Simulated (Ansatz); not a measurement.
## Fields on a plane of HfO2 (tetragonal-ZrO2 type, space group P4_2/nmc)

```
HfO2
1.0
    3.60443     0.00000     0.00000
    0.00000     3.60443     0.00000
    0.00000     0.00000     5.26427
Hf O
2 4
Direct
  0.00000   0.00000   0.00000
  0.50000   0.50000   0.50000
  0.00000   0.50000   0.19324
  0.00000   0.50000   0.69324
  0.50000   0.00000   0.30676
  0.50000   0.00000   0.80676
```

The slice is a (001) plane (indices of the conventional cell) through the point (0.500, 0.500, 0.500) (fractional), spanned by u = [100] and v = [010] in vectors of this cell: u (3.60 Å) and v (3.60 Å, at 90° to u). It covers one period; positions are fractions (u, v).

Atoms on it: Hf at (0.00, 0.00).

These are PBE (plane waves to 420 eV, PAW, scalar-relativistic; Ansatz, an electronic-structure program) values and carry that method's errors. k mesh 9×9×6. These are valence fields of a PAW run, semicore shells included where kept as valence: close to a nucleus they are smooth pseudo fields. HfO2 is run without spin polarisation. HfO2 was relaxed with its symmetry unable to fall. Spin-orbit coupling is left out, though Hf is heavy. This is a high-temperature form of HfO2.

```
|xxxxxxx000146777641000xxxxxx|
|xxxxxxx000256777652000xxxxxx|
|xxxxxxx000357888753000xxxxxx|
|xxxxxx00003678887630000xxxxx|
|xxxxx0000246788876420000xxxx|
|xxxx000003578898875300000xxx|
|0000000025678999876520000000|
|0000000246789999987642000000|
|0000023567889999988765320000|
|1123345678899999998876543321|
|4455667788999999999887766554|
|6667778899999999999998877766|
|6778888999999999999999888877|
|7778889999999999999999988877|
|6778888999999999999999888877|
|6667778899999999999998877766|
|4455667788999999999887766554|
|1123345678899999998876543321|
|0000023567889999988765320000|
|0000000246789999987642000000|
|0000000025678999876520000000|
|xxxx000003578898875300000xxx|
|xxxxx0000246788876420000xxxx|
|xxxxxx00003678887630000xxxxx|
|xxxxxxx000357888753000xxxxxx|
|xxxxxxx000256777652000xxxxxx|
|xxxxxxx000146777641000xxxxxx|
|xxxxxxx000146676641000xxxxxx|
```
Scale: ten equal steps from 2.00 (start of '0') to 10.21 (end of '9'), in the order '0123456789'. Values: electrostatic potential energy of an electron, from the cell's mean, in eV. The map has 28 points along u (one character each, u = 0 at the left) and 28 along v (v = 0 in the bottom row). Points within 0.9 Å of a nucleus are blanked (x), as the pseudised field means little there. Values under 2 eV are set to 2. The zero, the cell's mean, hangs on the PAW cores.

```
|@@@@%#*+=-----------=+*#%@@@|
|@@@%%#*+=-----------=+*#%%@@|
|@@%%#*+=-------------=+*#%%@|
|%%%#**+=-:::::::::::-=+**#%%|
|###**+=-:::::::::::::-=+**##|
|***++=-:::::::::::::::-=++**|
|+++==-:::...........:::-==++|
|===--:::.............:::--==|
|----:::...............:::---|
|----:::....       ....:::---|
|----:::...         ...:::---|
|----:::...         ...:::---|
|----:::...         ...:::---|
|----:::...         ...:::---|
|----:::...         ...:::---|
|----:::...         ...:::---|
|----:::...         ...:::---|
|----:::....       ....:::---|
|----:::...............:::---|
|===--:::.............:::--==|
|+++==-:::...........:::-==++|
|***++=-:::::::::::::::-=++**|
|###**+=-:::::::::::::-=+**##|
|%%%#**+=-:::::::::::-=+**#%%|
|@@%%#*+=-------------=+*#%%@|
|@@@%%#*+=-----------=+*#%%@@|
|@@@@%#*+=-----------=+*#%@@@|
|@@@@%#*+=-----------=+*#%@@@|
```
Scale: ten equal steps from -1.64 (start of ' ') to 1.55 (end of '@'), in the order ' .:-=+*#%@'. Values: log₁₀ of the valence density in e/Å³. The map has 28 points along u (one character each, u = 0 at the left) and 28 along v (v = 0 in the bottom row). The scale is logarithmic, as a density can span decades between atoms and voids.
